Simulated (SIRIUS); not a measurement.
SIRIUS run on Pt (Fm-3m, 1 atom in the cell; from Materials Project mp-126, changed as shown): self-consistent single point.

Level of theory: LDA (PW92), GBRV LDA ultrasoft pseudopotentials (plane waves; SIRIUS).

The change in words: volume scaled by 1.01. Reference geometry (Fm-3m):
```
Pt
1.0
    0.00000     1.95561     1.95561
    1.95561     0.00000     1.95561
    1.95561     1.95561     0.00000
Pt
1
Direct
  0.00000   0.00000   0.00000
```

Reference input (self-consistent single point, DFT, LDA (PW92), plane waves, GBRV LDA ultrasoft pseudopotentials): parameters.ngridk = 12 12 12; parameters.xc_functionals = [XC_LDA_X, XC_LDA_C_PW]; parameters.gk_cutoff = 6.325 1/bohr; parameters.pw_cutoff = 14.143 1/bohr; parameters.smearing = cold; parameters.smearing_width = 0.00183747 Ha; potentials = GBRV LDA ultrasoft pseudopotentials; parameters.electronic_structure_method = pseudopotential; parameters.num_bands = 12; parameters.num_mag_dims = 0; parameters.num_dft_iter = 100; parameters.energy_tol = 1e-07 Ha. This run's input differs from it in these lines:

```diff
@@ -32,5 +32,5 @@
     "lattice_vectors": [
-      [0.0, 3.6955578579, 3.6955578579],
-      [3.6955578579, 0.0, 3.6955578579],
-      [3.6955578579, 3.6955578579, 0.0]
+      [0.0, 3.7078354086, 3.7078354086],
+      [3.7078354086, 0.0, 3.7078354086],
+      [3.7078354086, 3.7078354086, 0.0]
     ],
```

The program printed (abridged):

```
[find] density tolerance         : 1e-06
[find] total energy tolerance    : 1e-07
[find] iter_solver_tol (initial) : 0.01
[find] iter_solver_tol (target)  : 1e-13
[find] num_dft_iter              : 100
Charges and magnetic moments
--------------------------------------------------------------------------------
total charge          : 16.000000
[find] | SCF iteration   0 out of 100|
[diagonalize] iterative solver tolerance (occupied, empty): 0.01 0.01
[diagonalize] average number of iterations: 3.55556
[find_efermi_generic] Newton iteration converged after 4 steps
[find] Charges and magnetic moments
[find] total charge          : 16.000000
[find] Energy
[find] smearing (-TS)                 :      -0.00002468
[find] Total energy                   :    -105.20722483 (Ha),    -210.41444966 (Ry)
[find] Free energy (E-TS)             :    -105.20724951 (Ha),    -210.41449902 (Ry)
[find] band gap (eV)                  :       0.00000000
[find] Efermi                         :       0.95069869
[find] iteration : 0, RMS (target) : 7.5463e-01 (1.0000e-06) , energy difference (target) : -1.0521e+02 (1.0000e-07)
[find] bands are converged : true
[find] iterative solver converged : false
[find] | SCF iteration   1 out of 100|
[diagonalize] iterative solver tolerance (occupied, empty): 0.00355915 0.00355915
   [... lines left out ...]
[find] Charges and magnetic moments
[find] Free energy (E-TS)             :    -105.37840705 (Ha),    -210.75681410 (Ry)
[find] band gap (eV)                  :       0.00000000
[find] Efermi                         :       0.73473001
[find] Charges and magnetic moments
[find] Free energy (E-TS)             :    -105.41275620 (Ha),    -210.82551240 (Ry)
[find] band gap (eV)                  :       0.00000000
[find] Efermi                         :       0.81680349
[find] Charges and magnetic moments
[find] Free energy (E-TS)             :    -105.41289417 (Ha),    -210.82578835 (Ry)
   [... lines left out ...]
[find] Efermi                         :       0.81551427
[ground_state] === stress tensor components [kbar] ===
[ground_state] === stress_total ===
[ground_state]    81.965052    0.000000    0.000000
[ground_state]     0.000000   81.965052   -0.000000
[ground_state]     0.000000   -0.000000   81.965052
[ground_state] ==== total Forces in Ha/bohr =====
[ground_state] atom:    0, force:       0.0000000      0.0000000      0.0000000
```

The run converged in 9 iterations. SIRIUS prints the stress tensor with tension positive. Against the reference run the free energy rises by 5.3 meV/atom and the pressure goes from -5.44 to -8.20 GPa.

The structure comes from a collection of computed structures, made at another level of theory; the collection holds predicted forms beside known ones. Its lattice was then scaled. No clean gap shows at this smearing width and mesh (spacing up to 0.23 Å⁻¹); the mesh is coarse for partly filled bands, so the values carry mesh errors.

Cost on one core: around 14 core-seconds (rough).
